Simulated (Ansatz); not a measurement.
## HfSnSe4 (P-3m1) at 3 levels of theory

One geometry, relaxed with PBE; plane waves with PAW potentials in Ansatz, scalar-relativistic. No spin polarisation. Gaps are the least over mesh and band path; pressure is positive in compression, and isn't given for hybrids.

```
CELL_PARAMETERS angstrom
3.82071 0.00000 0.00000
-1.91035 3.30883 0.00000
0.00000 0.00000 14.10920
ATOMIC_POSITIONS crystal
Hf 0.00000 0.00000 0.50000
Sn 0.00000 0.00000 0.00000
Se 0.66667 0.33333 0.88580
Se 0.66667 0.33333 0.38976
Se 0.33333 0.66667 0.61024
Se 0.33333 0.66667 0.11420
```

```tsv
level	cutoff (eV)	k mesh	gap (eV)	pressure (GPa)
PBE	420	12×12×4	0.46	0.0
```

Question: What comes out on the same cell with r2SCAN, HSE06?

Answer:
| level | cutoff (eV) | k mesh | gap (eV) | pressure (GPa) |
| --- | --- | --- | --- | --- |
| r2SCAN | 500 | 12×12×4 | 0.76 | -1.5 |
| HSE06 | 420 | 6×6×2 | 1.13 | - |

Spin-orbit coupling matters for the bands of heavy elements and is left out. The cell holds layers, chains or molecules and no dispersion correction was added, so their binding is poorly described.

The structure comes from a generated guess; another structure or a mixture of phases may lie lower.
